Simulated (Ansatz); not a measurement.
In2O3:
```
CELL_PARAMETERS angstrom
      2.75386     1.58994     4.85412
     -2.75386     1.58994     4.85412
      0.00000    -3.17989     4.85412
ATOMIC_POSITIONS crystal
  In 0.14295 0.14295 0.14295
  In 0.85705 0.85705 0.85705
  In 0.35705 0.35705 0.35705
  In 0.64295 0.64295 0.64295
  O  0.54660 0.25000 0.95340
  O  0.45340 0.75000 0.04660
  O  0.95340 0.54660 0.25000
  O  0.04660 0.45340 0.75000
  O  0.25000 0.95340 0.54660
  O  0.75000 0.04660 0.45340
```

Relaxed with r²SCAN.

Question: Map the electron localisation function on the plane through (0.143, 0.143, 0.143) spanned by u = [1, -1, 0] and v = [1, 1, 1] in lattice vectors, from DFT-r²SCAN in the program Ansatz with PAW potentials.

Answer: x is the fraction of u, y of v (the angle between them is 90°; rows are the nearest grid lines); atoms in the plane: In at (0.00, 0.00), In at (0.00, 0.71), In at (0.00, 0.21), In at (0.00, 0.50), O at (0.70, 0.11), O at (0.30, 0.61).
```
y \ x   0.000  0.107  0.179  0.286  0.357  0.464  0.536  0.643  0.714  0.821  0.893   1.00
------  -----  -----  -----  -----  -----  -----  -----  -----  -----  -----  -----  -----
1.00    0.000  0.110  0.146  0.575  0.712  0.488  0.107  0.035  0.059  0.200  0.113  0.000
0.925   0.172  0.116  0.550  0.780  0.576  0.793  0.459  0.028  0.026  0.068  0.105  0.172
0.850   0.014  0.016  0.025  0.102  0.131  0.065  0.116  0.374  0.328  0.070  0.023  0.014
0.775   0.253  0.162  0.086  0.031  0.027  0.519  0.809  0.387  0.735  0.463  0.138  0.253
0.700   0.000  0.141  0.173  0.119  0.086  0.051  0.202  0.468  0.302  0.154  0.137  0.000
0.625   0.073  0.312  0.811  0.565  0.746  0.614  0.154  0.021  0.029  0.052  0.069  0.073
0.550   0.206  0.165  0.223  0.751  0.682  0.178  0.052  0.039  0.036  0.086  0.197  0.206
0.450   0.218  0.219  0.101  0.034  0.026  0.527  0.817  0.481  0.752  0.335  0.184  0.218
0.375   0.022  0.019  0.019  0.042  0.060  0.072  0.245  0.600  0.548  0.168  0.041  0.022
0.300   0.117  0.122  0.544  0.814  0.748  0.764  0.374  0.028  0.023  0.053  0.082  0.117
0.225   0.000  0.124  0.139  0.730  0.804  0.667  0.222  0.025  0.046  0.196  0.128  0.000
0.150   0.199  0.111  0.069  0.029  0.025  0.075  0.367  0.798  0.829  0.554  0.112  0.199
0.0750  0.119  0.079  0.060  0.028  0.022  0.108  0.503  0.811  0.796  0.741  0.157  0.119
0.000   0.000  0.110  0.146  0.575  0.712  0.488  0.107  0.035  0.059  0.200  0.113  0.000
```

The density is the valence pseudo-density with augmentation charge, so density and ELF within about 1 Å of a nucleus are not all-electron values.

Space group R-3c (corundum). The first step of the workflow began from a Materials Project structure, measured or hypothetical; the Crystallography Open Database files this formula in space group No. 167, but the cells were not matched. It is not the phase usual at ambient conditions (space group No. 206). Symmetry was held in the r²SCAN relaxation; its stability against distortions is not shown here.

Potentials: the later of the program's two PAW sets.
